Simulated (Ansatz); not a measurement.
# What a change of settings does: La (begun as hcp type, now P6_3/mmc)

First run: DFT, PBE, PAW with Ansatz's default frozen-core files, scalar-relativistic (Ansatz 0.2.0).

Command: `ansatz run input.yaml --threads 2 --pin off --max-ram 4096MiB --backend cpu --events-out ev --progress --plain --runs-dir out` It took 19 s on 2 threads of Arm Neoverse V2, on a shared host, peak memory 0.64 GiB.

```yaml
crystal:
  lattice:
    - [-1.8898613954, 3.2733359561, 0.0]
    - [0.0, 0.0, 6.1030882614]
    - [5.6695841862, 3.2733359561, 0.0]
  atoms:
    - { symbol: La, position: [0.5, 0.25, 0.166666667] }
    - { symbol: La, position: [0.0, 0.25, 0.666666667] }
    - { symbol: La, position: [0.0, 0.75, 0.333333333] }
    - { symbol: La, position: [0.5, 0.75, 0.833333333] }
kpoints:
  mp_grid: { grid: [11, 7, 6] }
scf:
  occupations: { method: fermi_dirac, width: 0.1 }
hamiltonian:
  xc: pbe
  pseudopotentials: { kind: paw }
output:
  forces: true
  stress: true
  eigenvalues: true
```

The cell comes from a relaxation on PAW files under the same functional, begun from a prototype that needn't be the stable phase.

This run: bulk in the slab's orientation.

It converges in 6 SCF iterations at a pressure of 0.01 GPa, cutoff 420 eV.

The input is then changed:

```diff
 kpoints:
-  mp_grid: { grid: [11, 7, 6] }
+  mp_grid: { grid: [16, 10, 9] }
 scf:
   eigenvalues: true
+basis:
+  xc_grid: 2
```

Predict the outcome of the changed run.

It converges in 6 SCF iterations at a pressure of 0.03 GPa, cutoff 420 eV, free energy +0.3 meV/atom against the first run's.
